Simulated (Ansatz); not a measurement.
MoRu (L1₀ or tetragonal B2, P4/mmm) at seven volumes, DFT-PBE in the program Ansatz with PAW potentials, shape and atoms relaxed at each. One row is withheld.

| V (Å³/atom) | P (GPa) |
|---|---|
| 13.471 | ? |
| 13.915 | 19.80 |
| 14.359 | 9.09 |
| 14.803 | 0.00 |
| 15.247 | -7.70 |
| 15.691 | -14.22 |
| 16.135 | -19.72 |

Q: Fit the shown pressures and predict the withheld one.

A: P = (3/2)B₀(x^(7/2) − x^(5/2))[1 + (3/4)(B′ − 4)(x − 1)] with x = (V₀/V)^(2/3). Least squares on the six rows gives V₀ = 14.803 Å³/atom, B₀ = 278 GPa, B′ = 4.54. At V = 13.471, x = 1.0649 and P = 32.49 GPa. The run itself gave 32.40 GPa.

The start of the workflow was typed in or built on a structure type; neither database checked (COD, Materials Project) lists it. Whether it is the stable phase at ambient conditions was not checked. Symmetry was held in the PBE relaxation; its stability against distortions is not shown here. The run is not spin-polarised.

Potentials: the earlier of the program's two PAW sets.
